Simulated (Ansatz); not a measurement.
# ScAl3: do energies and stresses tell the same story?

Level of theory: DFT r2SCAN, scalar-relativistic, plane waves, PAW in Ansatz.

Plane waves to 500 eV, a k mesh through Γ of 14×14×14 on the computed 4-atom cell and Gaussian smearing (0.10 eV); no spin polarisation.

Relaxed cell: I4/mmm, a = 4.006 Å, b = 4.006 Å, c = 8.754 Å, α = 90.00°, β = 90.00°, γ = 90.00°, 4 atoms in the primitive cell. Whether it is the stable form of this composition wasn't checked.

Energies at zero smearing and pressures from the stress tensor, at volumes with shape and atoms relaxed:
| V (Å³/atom) | E − E(first) (meV/atom) | P (GPa) |
| --- | --- | --- |
| 15.457 | 0.00 | 14.74 |
| 15.984 | -40.76 | 10.18 |
| 16.511 | -67.61 | 6.26 |
| 17.038 | -82.49 | 2.89 |
| 17.565 | -87.08 | 0.00 |
| 18.092 | -82.83 | -2.48 |
| 18.619 | -71.04 | -4.62 |
| 19.321 | -45.36 | -6.98 |

Task: Check P = −dE/dV between neighbouring volumes, and get the bulk modulus from the pressures alone.

Result: With 1 eV/Å³ = 160.2 GPa:
```tsv
middle V (Å³/atom)	−ΔE/ΔV (GPa)	mean P (GPa)
15.721	12.394	12.461
16.247	8.163	8.220
16.774	4.523	4.574
17.301	1.396	1.445
17.828	-1.291	-1.242
18.355	-3.586	-3.552
18.970	-5.855	-5.804
```

The two differ by 0.07 GPa at most. The mean of two end pressures misses the average over a step by about ΔV² P″/12, up to 0.06 GPa here; with that taken off 0.02 GPa remains. Around V = 17.565 Å³/atom, the two neighbours give B = −V ΔP/ΔV = 17.565 × 5.37 / 1.054 = 89.6 GPa, against B0 = 89.2 GPa from the Birch–Murnaghan fit of the energies.